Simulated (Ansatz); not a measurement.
MgO (rocksalt), relaxed with r2SCAN: 9 runs in Ansatz 0.2.0, each a construction of maximally localised Wannier functions. It is cubic, Fm-3m (No. 225); a = 4.204 Å in the conventional setting, 9.29 Å³ an atom. Mg is surrounded by 6 O at 2.10 Å; O is surrounded by 6 Mg at 2.10 Å. The values are computed, spin-unpolarised, and not measurements.

```
Mg O
1.0
     0.00000    2.10217    2.10217
     2.10217    0.00000    2.10217
     2.10217    2.10217    0.00000
Mg O
1 1
Direct
  0.00000 0.00000 0.00000
  0.50000 0.50000 0.50000
```

Windows count from the top of the filled bands; a dash means that no such window was set (without an outer window there is no disentanglement). Rows marked drawn have settings drawn at random (some not listed).

| functional | SCF mesh | trial orbitals | functions | mesh | window (eV) | frozen (eV) | settings | Ω total (Å²) | Ω invariant (Å²) | largest spread (Å²) | least projectability | interpolation miss of the model's filled bands (eV, to the nearest computed level) |
| --- | --- | --- | --- | --- | --- | --- | --- | --- | --- | --- | --- | --- |
| PBE | 8×8×8 | O s, O p | 4 | 8×8×8 | – | – | chosen | 2.75 | 2.26 | 0.69 | 0.94 | 0.006 |
| PBE | 8×8×8 | O s, O p | 4 | 6×6×6 | – | – | chosen | 2.70 | 2.21 | 0.67 | 0.94 | 0.029 |
| PBE | 8×8×8 | O s, O p | 4 | 10×10×10 | – | – | chosen | 2.77 | 2.28 | 0.69 | 0.94 | 0.002 |
| PBE | 8×8×8 | O p | 3 | 8×8×8 | – | – | chosen | 2.70 | 2.69 | 0.90 | 0.90 | 0.006 |
| r2SCAN | 8×8×8 | O s, O p | 4 | 8×8×8 | – | – | chosen | 2.66 | 2.18 | 0.67 | 0.95 | 0.004 |
| r2SCAN | 8×8×8 | O p | 3 | 8×8×8 | – | – | chosen | 2.62 | 2.61 | 0.87 | 0.91 | 0.004 |
| HSE06 | 8×8×8 | O s, O p | 4 | 8×8×8 | – | – | chosen | 2.66 | 2.18 | 0.67 | 0.95 | – |
| HSE06 | 8×8×8 | O p | 3 | 8×8×8 | – | – | chosen | 2.62 | 2.61 | 0.87 | 0.91 | – |
| PBE | 8×8×8 | Mg s, O p | 4 | 8×8×8 | -29.7 to +22.3 | – | drawn | 3.33 | 3.33 | 1.75 | 0.73 | 1.961 |

For O s, O p with PBE the spread goes 2.70 Å² (6×6×6), 2.75 Å² (8×8×8), 2.77 Å² (10×10×10): finite differences on a coarse mesh understate it.
